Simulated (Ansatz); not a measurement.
Total density of states per atom from the program Ansatz at the r²SCAN level (PAW), in 0.25 eV bins, energy from the Fermi level:

```
E (eV) | states/eV/atom
    -7.85 | ### 0.10
    -7.60 | ## 0.10
    -7.35 | ## 0.10
    -7.10 | #### 0.17
    -6.85 | ########## 0.41
    -6.60 | ##### 0.19
    -6.35 | ### 0.11
    -6.10 | ## 0.08
    -5.85 | # 0.06
    -5.60 | # 0.04
    -5.35 | ## 0.06
    -5.10 | #### 0.15
    -4.85 | ######## 0.32
    -4.60 | ################## 0.69
    -4.35 | ########## 0.41
    -4.10 | ######### 0.34
    -3.85 | ############## 0.54
    -3.60 | ############ 0.47
    -3.35 | ######## 0.31
    -3.10 | ######### 0.36
    -2.85 | ############# 0.51
    -2.60 | ############## 0.57
    -2.35 | ############### 0.60
    -2.10 | ############### 0.58
    -1.85 | ############## 0.56
    -1.60 | ################ 0.61
    -1.35 | ############## 0.54
    -1.10 | ########## 0.39
    -0.85 | ######## 0.30
    -0.60 | ########## 0.37
    -0.35 | ########### 0.42
    -0.10 | ######### 0.36
     0.15 | ####### 0.28
     0.40 | ######### 0.35
     0.65 | ######### 0.34
     0.90 | ############ 0.46
     1.15 | ################ 0.62
     1.40 | ############ 0.47
     1.65 | ################ 0.61
     1.90 | ################ 0.63
     2.15 | #################### 0.78
     2.40 | ####################### 0.90
     2.65 | ############################ 1.09
     2.90 | ############################## 1.18
     3.15 | ######################### 0.98
     3.40 | ######################## 0.94
     3.65 | ##################### 0.82
     3.90 | ####################### 0.92
     4.15 | ######################## 0.93
```

**Question.** Which compound is it?
A. SiGe, Pmma (Si on 2e, Si on 2f, Ge on 2e, Ge on 2f)
B. YF3, Pnma (Y on 4c, F on 8d, F on 4c)
C. YGe2, I4_1/amd (Y on 4b, Ge on 8e)
D. YGe2Rh2, I4/mmm (Y on 2a, Ge on 4e, Rh on 4d)

**Answer.** C, YGe2, I4_1/amd (Y on 4b, Ge on 8e). Within 0.5 eV of the Fermi level: Y 4d 45 %, Ge 4p 39 %, Ge 4s 12 %. Projections are on Löwdin-orthogonalised atomic valence shells; empty p or d shells of many metals are not among them.

The workflow started from a Materials Project entry (that database holds measured and hypothetical structures alike); the Crystallography Open Database copy checked does not list it. Its standing as an ambient phase is unchecked. The r²SCAN relaxation kept the symmetry of its start; whether a distortion lowers the energy is not shown. The run is not spin-polarised. Spin–orbit coupling is left out wherever it is not named.

Potentials: the later of the program's two PAW sets.
